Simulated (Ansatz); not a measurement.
Put YAuS₃ in R-3c (No. 167): Y on 6a; S on 18e; Au on 6b. The guess for YAuS₃ was made by a generator: perovskite family, tilts a-a-a- (A site Y; B site Au; X site S).

All numbers below come from DFT PBE, scalar-relativistic, plane waves, PAW in Ansatz 0.2.0. Cutoff 420 eV, Γ-centred mesh, Gaussian smearing, no spin polarisation.

The zero of energy is the elements' standard structures at the same level; no fitted shifts are applied.

**Question.** Which cell and coordinates does it relax to?

**Answer.**

Space group R-3c:H (No. 167). a = 7.222 Å, b = 7.222 Å, c = 13.615 Å, α = 90.00°, β = 90.00°, γ = 120.00°
```
atom  site  symmetry       x       y       z
   Y    6a        32  0.3333  0.6667  0.4167
   S   18e        .2  0.6187  0.6187  0.2500
  Au    6b       -3.  0.3333  0.6667  0.1667
```

Y is surrounded by 3 S at 2.75 Å, 6 S at 3.20 Å and 2 Au at 3.40 Å; S is surrounded by 2 Au at 2.52 Å, 1 Y at 2.75 Å, 4 S at 3.20 Å and 2 Y at 3.20 Å; around Au lie 6 S at 2.52 Å and 2 Y at 3.40 Å. Another local minimum with the same sites may exist.

**Question.** Where does its energy lie, and is it a metal?

**Answer.** The formation energy is −0.80 eV/atom. The gap on the 6×6×6 mesh of the 10-atom cell is 0 eV (a metal). A negative formation energy is needed for stability but isn't enough: competing phases decide.

The last run used Gaussian smearing of 0.10 eV. These runs have no spin–orbit coupling, which can matter for Au. The reference form of S is held partly by dispersion forces, which this level lacks. Symmetry constrained the relaxation, so the result can be a saddle point.
